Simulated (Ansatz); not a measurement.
MoSe2 in space group P6_3/mmc (No. 194; Mo on 2d, Se on 4f), PBE+D3(BJ) (plane waves, PAW; program Ansatz), all energies at zero smearing, with the estimated change up to a 700 eV cutoff added, with one set of potentials and settings (totals compare only within such a set). Cell of 6 atoms (2 Mo, 4 Se): -31795.179 eV.

| element | reference phase | E (eV/atom) |
|---|---|---|
| Mo | Im-3m, 1 atoms in the cell | -4956.7390 |
| Se | P3_121, 3 atoms in the cell | -5469.4069 |

Formation energy per atom, worked out: (-31795.179 − 2×(-4956.7390) − 4×(-5469.4069))/6 = -0.679 eV/atom (-66 kJ per mol of atoms), at 0 K, without zero-point energy or fitted corrections.

Symmetry was held in the PBE+D3(BJ) relaxation; phonons on a q-mesh show no instability. The run is not spin-polarised. The references are the lowest solids computed at this level, not always the standard phases.

Potentials: the later of the program's two PAW sets.
